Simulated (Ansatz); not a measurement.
In PBE (plane waves, PAW; program Ansatz), Ge2BP in the trigonal phase (R3m; B on 3a, P on 3a, Ge on 3a, Ge on 3a) relaxes to a = 3.625 Å, c = 18.182 Å. B has 4 nearest neighbours from 1.95 Å (tetrahedral); Ge on 3a has 4 nearest neighbours from 2.37 Å (tetrahedral). Its formation energy from the elements is 0.077 eV/atom, with no fitted shifts.

Electronic character: metallic (no gap).

The bulk modulus is 89.6 GPa.

The start of the workflow was typed in or built on a structure type; neither database checked (COD, Materials Project) lists it. Its standing as an ambient phase is unchecked. The PBE relaxation kept the symmetry of its start; its stability against distortions is not shown here. The volume moved by 18 % from the start of the relaxation. The references are the lowest solids computed at this level, not always the standard phases. Scalar-relativistic: spin–orbit coupling is off unless named, which matters more the heavier the elements.

Potentials: the earlier of the program's two PAW sets.
